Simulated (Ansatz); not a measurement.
**YRe3 (AuCu3-type structure)**

The computed numbers are results of PBE, scalar-relativistic (no spin polarisation) in the plane-wave PAW code Ansatz at 420 eV, Γ-centred 8×8×8 mesh, 0.05 eV Gaussian smearing; PAW files: Ansatz's generated set soft_2.

```yaml
crystal:
  lattice:
    - [4.11436, 0.00000, 0.00000]
    - [0.00000, 4.11436, 0.00000]
    - [0.00000, 0.00000, 4.11436]
  atoms:
    - { symbol: Y, position: [0.00000, 0.00000, 0.00000] }
    - { symbol: Re, position: [0.00000, 0.50000, 0.50000] }
    - { symbol: Re, position: [0.50000, 0.50000, 0.00000] }
    - { symbol: Re, position: [0.50000, 0.00000, 0.50000] }
```

This is a trial structure made by placing the elements on a prototype's sites, so it needn't be the stable form.

The cell has space group Pm-3m (read at 0.01 Å). In it the stress is 0.01, 0.01, 0.01, 0.00, 0.00, 0.00 GPa and the largest force component 0.000 eV/Å. Each change below starts from this cell, without further relaxation. Stress is in GPa, positive in compression, in the order xx, yy, zz, yz, xz, xy; energies are counted from the cell above and are free energies with the smearing's entropy, which match forces and stress in a metal.

What happens when atom 3 (Re) is moved by 0.20 Å along z?

The energy changes by -75.5 meV per cell, and the force on it along the shift is 0.828 eV/Å (−F/u = -4.14 eV/Å²). Stress: 2.85, 2.85, -0.93, 0.00, 0.00, 0.00.
| atom | Fx (eV/Å) | Fy | Fz |
| --- | --- | --- | --- |
| Y1 | 0.000 | 0.000 | -0.544 |
| Re2 | 0.000 | 0.000 | -0.142 |
| Re3 | 0.000 | 0.000 | 0.828 |
| Re4 | 0.000 | 0.000 | -0.142 |

What happens when atom 3 (Re) is moved by 0.12 Å along x?

The energy changes by 29.8 meV per cell, and the force on it along the shift is -0.483 eV/Å (−F/u = 4.02 eV/Å²). Stress: -0.86, 1.63, 0.78, 0.00, 0.00, 0.00.
```tsv
atom	Fx (eV/Å)	Fy	Fz
Y1	1.064	0.000	0.000
Re2	-0.015	0.000	0.000
Re3	-0.483	0.000	0.000
Re4	-0.566	0.000	0.000
```
In a harmonic crystal the energy would rise by −½F·u = ½ × 4.02 × 0.12² eV = 29.0 meV, which matches.

What stress follows from an engineering strain of 1 % in yz, atoms carried along?

0.10, 0.01, 0.01, 0.30, 0.00, 0.00 GPa; the energy changes by -0.6 meV per cell.
The stress changes with the wrong sign for a stable crystal (a clamped-atom constant of about -30 GPa), so the cell is unstable against this strain on this mesh; in a metal a finer mesh can change the sign.

What stress follows from an engineering strain of 1 % in xx, atoms carried along?

-1.16, -2.43, -2.43, 0.00, 0.00, 0.00 GPa; the energy changes by 2.5 meV per cell.
The stress across the strain changes more than along it (C12 over C11 with clamped atoms), which a stable cubic crystal can't show: the cell is unstable or the mesh too coarse.
The change of the stress over the strain gives a clamped-atom stiffness of about 117 GPa for this component, a secant value that lies under the elastic constant in tension and over it in compression, by several per cent for each per cent of strain.
In a harmonic crystal the energy would rise by V(½Cε² − σ₀ε), with σ₀ the stress of the unstrained cell, = 2.5 meV, which matches.

All atoms and the cell are disturbed at random:
```
CELL_PARAMETERS angstrom
4.07734 -0.03072 0.00046
-0.03072 4.15642 -0.06291
0.00046 -0.06291 4.14323
ATOMIC_POSITIONS crystal
Y 0.00232 0.00771 0.00657
Re 0.99589 0.50010 0.50172
Re 0.49610 0.49555 0.00144
Re 0.50569 0.99665 0.49027
```
Give the energy change, the stress and the forces.

12.8 meV per cell; stress -2.77, -0.20, -0.70, -1.19, -0.31, -0.65 GPa.
```
atom  Fx (eV/Å)      Fy      Fz
  Y1     -0.012  -0.570  -0.709
 Re2     -0.103   0.332   0.407
 Re3      0.052   0.416  -0.092
 Re4      0.064  -0.178   0.395
```

All atoms and the cell are disturbed at random:
```
CELL_PARAMETERS angstrom
4.05896 -0.00797 -0.00878
-0.00797 4.15169 -0.04787
-0.00878 -0.04787 4.05015
ATOMIC_POSITIONS crystal
Y 0.02028 0.99040 0.01197
Re 0.94028 0.51249 0.50901
Re 0.54886 0.50090 0.95642
Re 0.49058 0.99622 0.52260
```
Give the energy change, the stress and the forces.

-61.4 meV per cell; stress 10.86, 16.79, 11.40, 0.18, 0.58, 2.03 GPa.
```tsv
atom	Fx (eV/Å)	Fy	Fz
Y1	0.392	1.140	0.681
Re2	0.003	-0.557	-0.278
Re3	-0.732	-0.782	0.069
Re4	0.338	0.199	-0.472
```

Scalar-relativistic only: spin–orbit splittings of the heavy atoms' levels are missing. A displaced or strained copy of the relaxed cell lay 18.9 meV/atom lower, so the structure isn't a true minimum at this level.
